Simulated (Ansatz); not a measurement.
CaZrN₂ in space group Pna2_1 (No. 33; Ca on 4a, Zr on 4a, N on 4a, N on 4a), DFT-PBE in the program Ansatz with PAW potentials, all energies at zero smearing, with the estimated change up to a 700 eV cutoff added, with one set of potentials and settings (totals compare only within such a set). Cell of 16 atoms (4 Ca, 4 Zr, 8 N): -27097.704 eV.

| element | reference phase | E (eV/atom) |
|---|---|---|
| Ca | Fm-3m, 1 atoms in the cell | -1816.8597 |
| Zr | P6_3/mmc, 2 atoms in the cell | -4183.8362 |
| N | Pa-3, 8 atoms in the cell | -384.0325 |

Formation energy per atom, worked out: (-27097.704 − 4×(-1816.8597) − 4×(-4183.8362) − 8×(-384.0325))/16 = -1.416 eV/atom (-137 kJ per mol of atoms), at 0 K, without zero-point energy or fitted corrections.

The start of the workflow was typed in or built on a structure type; neither database checked (COD, Materials Project) lists it. Its standing as an ambient phase is unchecked. The PBE relaxation kept the symmetry of its start; whether a distortion lowers the energy is not shown. The run is not spin-polarised. The references are the lowest solids computed at this level, not always the standard phases (solids in place of the gases).

Potentials: the later of the program's two PAW sets.
